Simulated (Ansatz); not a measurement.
MgO:
```
CELL_PARAMETERS angstrom
      0.00000     2.10388     2.10388
      2.10388     0.00000     2.10388
      2.10388     2.10388     0.00000
ATOMIC_POSITIONS crystal
  Mg 0.00000 0.00000 0.00000
  O  0.50000 0.50000 0.50000
```

Relaxed with PBE+D3(BJ). Special points in fractions of this cell's reciprocal vectors: Γ (0.000, 0.000, 0.000); X (0.500, 0.000, 0.500); U (0.625, 0.250, 0.625); K (0.375, 0.375, 0.750); L (0.500, 0.500, 0.500); W (0.500, 0.250, 0.750).

**Question.** List the band energies nearest the valence-band maximum at these points for PBE+D3(BJ) (plane waves, PAW; program Ansatz).

**Answer.** In eV from the valence-band maximum; about four levels below and three above (degenerate sets whole), none deeper than 8.9 eV; … stands for higher levels left out; points with the same levels are listed once.

```csv
k,below,above
Γ,0.00 0.00 0.00,4.77 …
X,-4.06 -1.34 -1.34,9.15 …
U,-3.48 -2.70 -1.14,10.13 …
L,-4.62 -0.65 -0.65,7.94 …
W,-2.94 -2.94 -1.77,…
```

Space group Fm-3m (rock salt). The PBE+D3(BJ) relaxation kept the symmetry of its start. The volume moved by -40 % from the start of the relaxation.

Potentials: the later of the program's two PAW sets.
